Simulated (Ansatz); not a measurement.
Li: stiffness from a series of strains

```xyz
3
Lattice="1.5505 0.8952 7.5883 -1.5505 0.8952 7.5883 0.0000 -1.7904 7.5883" Properties=species:S:1:pos:R:3 pbc="T T T"
Li    0.0000    0.0000    0.0000
Li    0.0000    0.0000    5.0538
Li    0.0000    0.0000   17.7111
```

Atom numbers follow the list: Li1, Li2, Li3.

The conventional cell has a = 3.101 Å, b = 3.101 Å, c = 22.765 Å, α = 90.00°, β = 90.00°, γ = 120.00°. Around Li (atom 1) lie 12 Li at 3.10 Å. Li (atom 2) has 12 Li at 3.09 to 3.10 Å as nearest neighbours.

The cell is a measured one (Crystallography Open Database entry 9017802); the temperature and pressure of the measurement aren't taken into account, and nothing was relaxed.

Method: Ansatz 0.2.0, DFT, LDA, all-electron LAPW, scalar-relativistic.

Settings: a Γ-centred 12×12×12 k mesh, Fermi–Dirac smearing of 0.08 eV, basis error target 1 meV/atom, no spin polarisation.

The strain is applied along the Cartesian axes of the cell as listed (γ is the engineering shear, twice εxy = εyz = εzx). Fractional coordinates are held (clamped ions).

σ is the change of stress from the unstrained cell, which is at -1.31 GPa; tension is positive, so slopes are stress–strain coefficients at that pressure. In a metal the k mesh adds noise.

Only quantities that a quadratic follows smoothly over the whole series are listed; rougher ones are left out.

```tsv
γ	σxy (GPa)	σyz (GPa)
-0.0200	-0.19	-0.09
0.0000	0.00	0.00
0.0100	0.10	0.05
0.0200	0.20	0.09
```

Question: Fit the series and read off the stiffness at zero strain.

Answer: Least-squares fits y = p0 + p1 x + p2 x² to the rows give σxy (GPa): p1 = 9.76, p2 = 11; σyz (GPa): p1 = 4.54, p2 = -4.5.

Question: One run, at γ = -0.0100, is withheld. Predict its row.

Answer: The fits give -0.10, -0.04; the run gave -0.10, -0.05.
